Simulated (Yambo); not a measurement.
Optical response of ScF3

```
ScF3
1.0
    2.84075     1.64011     2.31844
   -2.84075     1.64011     2.31844
    0.00000    -3.28022     2.31844
F Sc
3 1
Cartesian
  1.41545  -2.45162   3.47766
  1.41545   2.45162   3.47766
 -2.83089   0.00000   3.47766
  0.00000   0.00000   0.00000
```

Yambo, RPA with local fields on PBEsol bands; 8×8×8 mesh, 54 bands, 4 Ry local-field block, 0.2 eV broadening; field along z.

```json
[
 {"E (eV)": "0.0", "Im ε": "0.00", "Re ε": "2.19", "Im ε, independent particles": "0.00"},
 {"E (eV)": "0.5", "Im ε": "0.00", "Re ε": "2.20", "Im ε, independent particles": "0.00"},
 {"E (eV)": "1.0", "Im ε": "0.00", "Re ε": "2.21", "Im ε, independent particles": "0.00"},
 {"E (eV)": "1.5", "Im ε": "0.01", "Re ε": "2.22", "Im ε, independent particles": "0.01"},
 {"E (eV)": "2.0", "Im ε": "0.01", "Re ε": "2.24", "Im ε, independent particles": "0.01"},
 {"E (eV)": "2.5", "Im ε": "0.01", "Re ε": "2.27", "Im ε, independent particles": "0.01"},
 {"E (eV)": "3.0", "Im ε": "0.02", "Re ε": "2.31", "Im ε, independent particles": "0.02"},
 {"E (eV)": "3.5", "Im ε": "0.02", "Re ε": "2.36", "Im ε, independent particles": "0.02"},
 {"E (eV)": "4.0", "Im ε": "0.03", "Re ε": "2.42", "Im ε, independent particles": "0.03"},
 {"E (eV)": "4.5", "Im ε": "0.04", "Re ε": "2.51", "Im ε, independent particles": "0.04"},
 {"E (eV)": "5.0", "Im ε": "0.06", "Re ε": "2.63", "Im ε, independent particles": "0.06"},
 {"E (eV)": "5.5", "Im ε": "0.08", "Re ε": "2.80", "Im ε, independent particles": "0.09"},
 {"E (eV)": "6.0", "Im ε": "0.14", "Re ε": "3.06", "Im ε, independent particles": "0.16"},
 {"E (eV)": "6.5", "Im ε": "0.34", "Re ε": "3.56", "Im ε, independent particles": "0.39"},
 {"E (eV)": "7.0", "Im ε": "1.59", "Re ε": "4.12", "Im ε, independent particles": "1.91"},
 {"E (eV)": "7.5", "Im ε": "2.70", "Re ε": "3.13", "Im ε, independent particles": "2.89"},
 {"E (eV)": "8.0", "Im ε": "2.20", "Re ε": "1.69", "Im ε, independent particles": "1.98"},
 {"E (eV)": "8.5", "Im ε": "1.43", "Re ε": "2.13", "Im ε, independent particles": "1.31"},
 {"E (eV)": "9.0", "Im ε": "1.59", "Re ε": "2.16", "Im ε, independent particles": "1.55"},
 {"E (eV)": "9.5", "Im ε": "1.95", "Re ε": "2.30", "Im ε, independent particles": "1.94"},
 {"E (eV)": "10.0", "Im ε": "3.04", "Re ε": "1.47", "Im ε, independent particles": "3.02"},
 {"E (eV)": "10.5", "Im ε": "2.49", "Re ε": "0.43", "Im ε, independent particles": "2.44"},
 {"E (eV)": "11.0", "Im ε": "1.41", "Re ε": "0.32", "Im ε, independent particles": "1.45"},
 {"E (eV)": "11.5", "Im ε": "1.11", "Re ε": "0.65", "Im ε, independent particles": "1.15"},
 {"E (eV)": "12.0", "Im ε": "1.02", "Re ε": "0.39", "Im ε, independent particles": "1.05"},
 {"E (eV)": "12.5", "Im ε": "0.62", "Re ε": "0.55", "Im ε, independent particles": "0.69"},
 {"E (eV)": "13.0", "Im ε": "0.61", "Re ε": "0.87", "Im ε, independent particles": "0.69"},
 {"E (eV)": "13.5", "Im ε": "0.68", "Re ε": "0.82", "Im ε, independent particles": "0.81"},
 {"E (eV)": "14.0", "Im ε": "0.62", "Re ε": "0.86", "Im ε, independent particles": "0.74"},
 {"E (eV)": "14.5", "Im ε": "0.53", "Re ε": "0.81", "Im ε, independent particles": "0.61"},
 {"E (eV)": "15.0", "Im ε": "0.44", "Re ε": "0.93", "Im ε, independent particles": "0.51"},
 {"E (eV)": "15.5", "Im ε": "0.46", "Re ε": "1.05", "Im ε, independent particles": "0.56"},
 {"E (eV)": "16.0", "Im ε": "0.46", "Re ε": "1.04", "Im ε, independent particles": "0.56"},
 {"E (eV)": "16.5", "Im ε": "0.46", "Re ε": "1.08", "Im ε, independent particles": "0.55"},
 {"E (eV)": "17.0", "Im ε": "0.47", "Re ε": "1.05", "Im ε, independent particles": "0.56"},
 {"E (eV)": "17.5", "Im ε": "0.42", "Re ε": "1.15", "Im ε, independent particles": "0.51"},
 {"E (eV)": "18.0", "Im ε": "0.46", "Re ε": "1.19", "Im ε, independent particles": "0.56"},
 {"E (eV)": "18.5", "Im ε": "0.52", "Re ε": "1.22", "Im ε, independent particles": "0.65"},
 {"E (eV)": "19.0", "Im ε": "0.66", "Re ε": "1.23", "Im ε, independent particles": "0.80"},
 {"E (eV)": "19.5", "Im ε": "0.64", "Re ε": "1.22", "Im ε, independent particles": "0.78"},
 {"E (eV)": "20.0", "Im ε": "0.79", "Re ε": "1.08", "Im ε, independent particles": "0.92"}
]
```

Peak heights and small wiggles depend on the k mesh. Convergence of the RPA response with its 8×8×8 mesh was not tested. No excitonic effects at this level.

Geometry relaxed with PBEsol.
